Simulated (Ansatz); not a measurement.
Mg₂H₆Ru in space group Fm-3m (No. 225; Mg on 8c, H on 24e, Ru on 4a), the program Ansatz at the LDA level (PAW), all energies at zero smearing, with the estimated change up to a 700 eV cutoff added, with one set of potentials and settings (totals compare only within such a set). Cell of 9 atoms (2 Mg, 6 H, 1 Ru): -9658.877 eV.

```tsv
element	reference phase	E (eV/atom)
Mg	P6_3/mmc, 2 atoms in the cell	-1901.6031
H	Cmce, 4 atoms in the cell	-15.5386
Ru	P6_3/mmc, 2 atoms in the cell	-5758.2926
```

Formation energy per atom, worked out: (-9658.877 − 2×(-1901.6031) − 6×(-15.5386) − 1×(-5758.2926))/9 = -0.461 eV/atom (-44 kJ per mol of atoms), at 0 K, without zero-point energy or fitted corrections.

The first step of the workflow began from a Materials Project structure, measured or hypothetical; the Crystallography Open Database copy checked does not list it. Whether it is the stable phase at ambient conditions was not checked. Symmetry was held in the LDA relaxation; phonons on a q-mesh show no instability. No spin polarisation was allowed. The references are the lowest solids computed at this level, not always the standard phases (solids in place of the gases).

Potentials: the later of the program's two PAW sets.
